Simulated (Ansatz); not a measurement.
SiO2:
```cif
data_O6Si3
_chemical_formula_sum 'Si3 O6'
_space_group_name_H-M_alt 'P3121'
_space_group_IT_number 152
_space_group_name_Hall 'P 31 2"'
_cell_length_a 4.92059
_cell_length_b 4.92059
_cell_length_c 5.41657
_cell_angle_alpha 90.000
_cell_angle_beta 90.000
_cell_angle_gamma 120.000
loop_
_atom_site_label
_atom_site_type_symbol
_atom_site_symmetry_multiplicity
_atom_site_Wyckoff_symbol
_atom_site_fract_x
_atom_site_fract_y
_atom_site_fract_z
_atom_site_occupancy
Si1 Si 3 a 0.53106 0.53106 0.00000 1
O1 O 6 c 0.41313 0.26907 0.21546 1
```

Relaxed with r²SCAN.

Give the optical modes at the zone centre with their infrared and Raman activity from DFPT, the program Ansatz at the r²SCAN level (PAW).

Transverse frequencies, without the LO–TO term; a row sums one degenerate level.

| ω (cm⁻¹) | degeneracy | IR ((D/Å)²/amu) | Raman (Å⁴/amu) | activity | symmetry |
|---|---|---|---|---|---|
| 130 | 2 | 0.00 | 0.61 | Raman | E |
| 212 | 1 | 0.00 | 5.0 | Raman | A1 |
| 264 | 2 | 0.40 | 0.30 | IR+Raman | E |
| 353 | 1 | 0.00 | 0.67 | Raman | A1 |
| 360 | 1 | 4.69 | 0 | IR | A2 |
| 390 | 2 | 5.95 | 0.45 | IR+Raman | E |
| 448 | 2 | 16.94 | 0.59 | IR+Raman | E |
| 464 | 1 | 0.00 | 25 | Raman | A1 |
| 493 | 1 | 9.21 | 0 | IR | A2 |
| 695 | 2 | 1.28 | 0.71 | IR+Raman | E |
| 776 | 1 | 3.88 | 0 | IR | A2 |
| 796 | 2 | 7.62 | 1.1 | IR+Raman | E |
| 1071 | 2 | 82.18 | 1.1 | IR+Raman | E |
| 1079 | 1 | 43.23 | 0 | IR | A2 |
| 1087 | 1 | 0.00 | 0.73 | Raman | A1 |
| 1164 | 2 | 1.29 | 2.3 | IR+Raman | E |

How high does the top mode go among those that the LO–TO term moves?

1234 cm⁻¹ for q along x, 1234 cm⁻¹ for q along y, 1243 cm⁻¹ for q along z.

Space group P3_121. Symmetry was held in the r²SCAN relaxation.

Potentials: the earlier of the program's two PAW sets. The files were generated under PBE; for other functionals the program regenerates the frozen cores, and for LDA and PBEsol the local potential too.
